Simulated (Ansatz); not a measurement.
Ansatz input

```yaml
crystal:
  lattice:
    - [2.5988218671, 0.0, 0.0]
    - [-1.2994109335, 2.2506457568, 0.0]
    - [0.0, 0.0, 4.6617469095]
  atoms:
    - { symbol: V, position: [0.3333333333, 0.6666666667, 0.25], spin: 1.0 }
    - { symbol: V, position: [0.6666666667, 0.3333333333, 0.75], spin: 1.0 }
hamiltonian:
  xc: mr2scan
  pseudopotentials:
    kind: paw
    azcp:
      V: "pseudopotentials/V.paw.azcp"
basis:
  ecutwfc: 500
  fft_grid_basis: typed
kpoints:
  mp_grid: { grid: [23, 23, 11], shift: [0, 0, 0] }
magnetization:
  spin_polarized: true
scf:
  occupations: { method: fermi_dirac, width: 0.05 }
```

and its output:

```
Engine: ansatz 0.2.0, aarch64-unknown-linux-gnu
Pseudopotentials: kind: paw
Pseudopotential: V, paw, valence charge 13, recommended cutoff 500 eV (meta_gga) 
Functional definition: m-r2SCAN
  exchange = m_r2scan_x
  correlation = m_r2scan_c
Crystal: 2 atoms, lattice volume = 27.267 Å³
Basis set: ecut = 500 eV, 701 PW (Γ), exchange–correlation on 80×80×144 points (64 copies of the dense FFT grid, shifted against one another)
Bands: 18, of which v1, the nominal top of the filled ones, is band 13 counted from 1 (12 counted from 0)
Symmetry: 24 space group operations
Space group: P63/mmc (ITA 194), of the structure as read, at distance tolerance 3.0e-5 Å
Magnetic group: BNS 194.263 (UNI 1493), of the structure as read, at distance tolerance 3.0e-5 Å
k-points: 336 of 5819
Non-local potential: V, projectors of the file, l = 0: 3, l = 1: 2, l = 2: 3, l = 3: 1
PAW form: soft (Blöchl's): semilocal exchange-correlation on the pseudo side does not see the compensation charge
PAW frozen core: V, regenerated for the run's functional (the file was generated under x = pbe(κ = 0.804, μ = 0.2195149727645171), c = pbe(β = 0.06672455060314922))
PAW one-centre angular grid: V, 590 points (default); XC on 160 Gauss nodes
Initial density: superposition of atomic densities (chi_scale 0.1, normalization cell)
Starting moments: Σ|m| = 2 μB on 2 of 2 sites
Initial wavefunctions: pseudopotential atomic-orbital guess
Functional: x = mr2scan, c = mr2scan; τ floored in thin density (d = 2e-4 eV/Å³)
SCF iter   1: F=—  HF=-5834.252810 eV  |F-HF|=—  |Δ(HF+E_count)|=         —  Δρ=7.69e-2 (↑7.69e-2 ↓2.48e-2)  dr2=2.27e0  dr2_τ=1.61e-2  dr2_m=2.20e-1  M=1.530 μB ∫|m|=1.530 μB  β_m=1.00  ethr=3.10e-3  ⟨swp⟩=3.8  Hψ=44565  notcnv=0
Mixer restart at iter 1: flushing history
SCF iter   2: F=—  HF=-5833.239680 eV  |F-HF|=—  |Δ(HF+E_count)|=    1.01e0  Δρ=2.90e-2 (↑2.90e-2 ↓2.54e-2)  dr2=7.17e-1  dr2_τ=4.58e-3  dr2_m=1.35e-3  M=1.495 μB ∫|m|=1.495 μB  β_m=1.00  ethr=3.10e-3  ⟨swp⟩=2.9  Hψ=27764  notcnv=0  defer=11  κ⁻¹=1.0e0(r=1)
SCF iter   3: F=—  HF=-5833.129155 eV  |F-HF|=—  |Δ(HF+E_count)|=   1.11e-1  Δρ=9.39e-3 (↑9.00e-3 ↓9.39e-3)  dr2=3.38e-2  dr2_τ=1.36e-3  dr2_m=1.72e-3  M=1.352 μB ∫|m|=1.352 μB  β_m=1.00  ethr=2.76e-3  ⟨swp⟩=2.7  Hψ=21967  notcnv=0  defer=11  κ⁻¹=1.0e-1(r=2)
SCF iter   4: F=—  HF=-5833.466764 eV  |F-HF|=—  |Δ(HF+E_count)|=         —  Δρ=2.78e-2 (↑2.46e-2 ↓2.78e-2)  dr2=1.19e-2  dr2_τ=7.31e-3  dr2_m=1.64e-1  M=0.543 μB ∫|m|=0.543 μB  β_m=0.51  ethr=1.30e-4  ⟨swp⟩=2.4  Hψ=20824  notcnv=0  defer=4
Mixer restart at iter 4: flushing history
SCF iter   5: F=—  HF=-5833.533670 eV  |F-HF|=—  |Δ(HF+E_count)|=   6.69e-2  Δρ=1.94e-2 (↑1.67e-2 ↓1.94e-2)  dr2=5.87e-3  dr2_τ=1.47e-3  dr2_m=7.77e-2  M=0.383 μB ∫|m|=0.383 μB  β_m=0.55  ethr=4.57e-5  ⟨swp⟩=2.5  Hψ=18667  notcnv=0  defer=4  κ⁻¹=1.0e0(r=1)
SCF iter   6: F=—  HF=-5833.604090 eV  |F-HF|=—  |Δ(HF+E_count)|=   7.04e-2  Δρ=4.36e-3 (↑3.46e-3 ↓4.36e-3)  dr2=5.74e-4  dr2_τ=1.06e-4  dr2_m=3.54e-3  M=-0.059 μB ∫|m|=0.061 μB  β_m=0.48  ethr=2.26e-5  ⟨swp⟩=2.1  Hψ=23553  notcnv=0  defer=4  κ⁻¹=1.3e-2(r=2)
...
SCF iter  15: F=—  HF=-5833.603947 eV  |F-HF|=—  |Δ(HF+E_count)|=   7.35e-7  Δρ=1.47e-5 (↑1.47e-5 ↓1.43e-5)  dr2=4.18e-10  dr2_τ=2.52e-9  dr2_m=5.23e-8  M=0.002 μB ∫|m|=0.002 μB  β_m=1.00  ethr=1.18e-11  ⟨swp⟩=2.0  Hψ=21432  notcnv=0  κ⁻¹=2.2e-7(r=8)
SCF iter  16: F=—  HF=-5833.603948 eV  |F-HF|=—  |Δ(HF+E_count)|=   5.24e-7  Δρ=1.51e-6 (↑9.66e-7 ↓1.51e-6)  dr2=1.52e-10  dr2_τ=1.89e-11  dr2_m=3.54e-10  M=-0.000 μB ∫|m|=0.000 μB  β_m=1.00  ethr=1.61e-12  ⟨swp⟩=3.0  Hψ=30351  notcnv=0  κ⁻¹=2.3e-7(r=8)
SCF iter  17: F=—  HF=-5833.603948 eV  |F-HF|=—  |Δ(HF+E_count)|=   4.45e-9  Δρ=3.38e-7 (↑2.08e-7 ↓3.38e-7)  dr2=3.45e-11  dr2_τ=8.84e-13  dr2_m=3.08e-12  M=-0.000 μB ∫|m|=0.000 μB  β_m=1.00  ethr=1.00e-12  ⟨swp⟩=2.0  Hψ=21333  notcnv=0  κ⁻¹=6.0e-8(r=8)
SCF iter  18: F=-5833.603948 eV  HF=-5833.603948 eV  |F-HF|=4.55e-11  |Δ(HF+E_count)|=  7.18e-10  Δρ=2.43e-7 (↑2.22e-7 ↓2.43e-7)  dr2=2.90e-12  dr2_τ=6.13e-13  dr2_m=1.16e-11  M=-0.000 μB ∫|m|=0.000 μB  ethr=1.00e-12  ⟨swp⟩=1.0  Hψ=29820  notcnv=0
SCF 1 converged in 18 iterations: F = -5833.603948 eV  dr2 = 2.90e-12
WARN: the starting moments were not kept: the SCF closed with an absolute magnetisation of 5.1e-6 μB, where they sum to 2 μB in size (2 sites). That is at most 0.1 of that sum. Measured as dr2_m measures the in/out step, that magnetisation stands 5.3e-12 eV from none, at or under the dr2_threshold of 1.0e-7 eV: it is no larger than a step whose dr2_m would equal this threshold. The system may hold no moment; this SCF shows only that its start led to no more than that. To try another start: raise the starting moments (crystal.atoms[].spin, magnetization.per_species, magnetization.initial_magnetization, or on a non-collinear deck that types none of these the spinor_matrix: blocks that start its atoms; where the total moment is fixed, keep their sum and leave initial_magnetization as it is; typed ones take the place of any that the run laid by itself, positive ones on a crystal's lanthanoids without a Hubbard term where scf.initial_density.shell_occupations: [] is typed) or, if the notice of its spin-set hold's release reads "site moments contracting" or "site moments show no strong build", lengthen the hold (scf.mixing.spin_hold: { on: { confirm: 4 } }; for m-r²SCAN on two components see the key's manual first). Each may lead to a state that holds a moment. A second SCF, from the converged charge density, with the starting moments and any scf.initial_density.shell_occupations laid on it anew, would have followed, and was not run: the deck does not ask for one (magnetization.retry_lost_moments is false, the default). To let it run, set magnetization.retry_lost_moments: true and run the deck again, where that key's refused combinations let it; where memory then withholds it, that run's warning says so.
this state was not tested for a lower state beside it, because the mixer in use, unlike msr1, does not test its closes by its own steps (another_mixer; see scf.mixing.algorithm and scf.lower_state_search)
SCF converged after 18 iterations
Magnetization: -0.0000 μB (13.0000 up, 13.0000 down)
Absolute magnetization: 0.0000 μB (∫|ρ↑−ρ↓|, with the PAW one-centre terms)
Spin contamination: 0.0000 ħ² per cell (⟨S²⟩ above its minimum at these occupations)
Per-site moments (μB) at R_I (Å): [(-1.7519903402532728e-6, 1.0720140201741997), (-1.7519903403144305e-6, 1.0720140201741997)]
Free energy (F): -5833.603948 eV
Harris-Foulkes:  -5833.603948 eV  (|F-HF|=4.55e-11)
Internal energy: -5833.577179 eV  (E = F + TS)
E sigma→0 (E₀):  -5833.590563 eV
Entropy (-TS):   -0.026769 eV (-13.384 meV/atom)
Fermi energy:    16.635244 eV
--- Per-component energies (eV) ---
  E_band       = -323.809015
  E_kinetic    = 672.780399
  E_local      = -1809.653529  (includes V_loc(G=0)·N_el)
  E_nonlocal   = -90.739841
  E_hartree    = 828.522440
  E_xc         = -253.131619
  E_vxc        = -368.609431  (∫ρ·V_xc dr)
  E_paw        = -2242.636122  (= ΣΔE_a)
  E_vpaw       = -409.373594  (= ΣTr[D̂ρ^β])
  E_aug_tail   = 0.000345  (compensation charges beyond the density's cutoff)
  E_vtau       = 24.741734  (kinetic-family band-sum trace: ∫τ·v_τ [+ j·A + Jᵃ·Aᵃ] dr)
  E_ewald      = -2938.187691
  E_core_change = -0.531562  (= ΣΔE_core)
  E_smearing   = -0.026769  (= −TS)
  E_closure    = 0.000000  (closes the sum)
  Σ components = -5833.603948   (vs F -5833.603948, Δ=0.00e0)
```
